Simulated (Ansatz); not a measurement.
A crystal relaxed with r2SCAN in Ansatz 0.2.0 has space group R-3m:H (No. 166) and a = 4.751 Å, c = 23.468 Å.

```csv
atom,site,x,y,z
S,3a,0.0000,0.0000,0.0000
Xx,3b,0.6667,0.3333,0.8333
Ba,6c,0.3333,0.6667,0.9242
```

With r2SCAN the valence top lies at Γ and the conduction bottom at F, 1.97 eV higher; the smallest vertical gap, at F, is 2.29 eV. With HSE06 the valence top lies at Γ and the conduction bottom at F, 2.37 eV higher; the smallest vertical gap, at F, is 2.73 eV. Meshes: r2SCAN 6×6×6, HSE06 4×4×4.

Task: Which element is Xx?
A. Se
B. O
C. Te

Result: C. Xx is Te: Ba2TeS, ordered on the rocksalt lattice (R-3m) with 4 atoms a cell. S is surrounded by 6 Ba at 3.27 Å; Te is surrounded by 6 Ba at 3.47 Å; Ba is surrounded by 3 S at 3.27 Å and 3 Te at 3.47 Å.

The cell comes from a prototype generator: it can be a known phase or a hypothetical one. Spin polarisation is off.

No spin-orbit coupling is included; it can move band edges with weight on the heavy atoms by tenths of an eV.
